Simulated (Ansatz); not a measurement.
Spin-resolved density of states of GdCd (Pm-3m)

The source of the geometry is a structure from the Materials Project; atoms and cell stay fixed.

Functional, mesh and filling: PBEsol, 8×8×8 k mesh, Fermi–Dirac smearing of 0.05 eV. LAPW is all-electron LAPW in Ansatz 0.2.0. Site moments are integrated in spheres about the atoms. DFT+U (Dudarev's form): U = 6.0 eV on Gd f.

The run was typed so:

```yaml
crystal:
  lattice:
    - [3.75958674, 0.0, 0.0]
    - [0.0, 3.75958674, 0.0]
    - [0.0, 0.0, 3.75958674]
  atoms:
    - { symbol: Gd, position: [0.5, 0.5, 0.5], spin: -7.0 }
    - { symbol: Cd, position: [0.0, 0.0, 0.0] }
magnetization:
  spin_polarized: true
kpoints:
  mp_grid: { grid: [8, 8, 8] }
scf:
  occupations: { method: fermi_dirac, width: 0.05 }
hamiltonian:
  xc: pbesol
  pseudopotentials: { kind: all_electron, lapw: { basis_error: 0.0005 } }
  hubbard: { sites: [{ species: Gd, l: f, u_eff: 6 }] }
output:
  forces: true
  stress: true
  eigenvalues: true
  hubbard: { sites: [{ species: Gd, l: f }] }
  populations: true
  dos: { projected: true, de: 0.1, e_range: [-10, 8] }
```

Command: `ansatz run input.yaml --threads 1 --pin off --max-ram 3072MiB --backend cpu --events-out ev --progress --plain --runs-dir out`

Task: Give the density of states by spin, smoothed by a Gaussian of 0.15 eV.

Result: 
```tsv
E − E_F (eV)	majority (states/eV/cell)	minority (states/eV/cell)
-7.00	0.00	0.00
-6.70	0.03	0.00
-6.40	0.07	0.01
-6.10	0.11	0.05
-5.80	0.14	0.09
-5.50	0.16	0.12
-5.20	0.19	0.15
-4.90	0.24	0.18
-4.60	0.30	0.22
-4.30	0.42	0.29
-4.00	0.62	0.40
-3.70	0.57	0.61
-3.40	0.27	0.66
-3.10	0.17	0.30
-2.80	0.15	0.14
-2.50	0.17	0.11
-2.20	0.24	0.11
-1.90	0.43	0.15
-1.60	0.84	0.22
-1.30	0.93	0.42
-1.00	0.61	0.81
-0.70	0.66	0.94
-0.40	1.22	0.58
-0.10	1.25	0.57
0.20	0.29	0.66
0.50	0.62	0.88
0.80	1.19	1.00
1.10	0.96	0.39
1.40	1.15	0.50
1.70	1.07	1.61
2.00	0.72	1.33
2.30	0.94	1.57
2.60	1.54	3.11
2.90	0.92	13.21
3.20	0.54	7.11
3.50	0.29	1.51
3.80	0.30	1.64
4.10	0.49	0.90
4.40	0.82	0.57
```
Site moments (μB): Gd1 -7.47, Cd2 -0.09. Cell moment -7.82 μB.

Löwdin populations of d and f shells (filled inner shells left out):

```
 shell    up  down
Gd1 5d  0.97  1.71
Gd1 4f  0.01  7.00
```

Further occupied bands lie below the window, the nearest with its top at -8.1 eV.

Spin–orbit coupling is left out although heavy atoms are present. With open f shells a run can end in a state that isn't the lowest. None of this fixes the real material's magnetic order: only patterns that fit the cell were computed, at zero temperature, with a functional that can overstate moments.
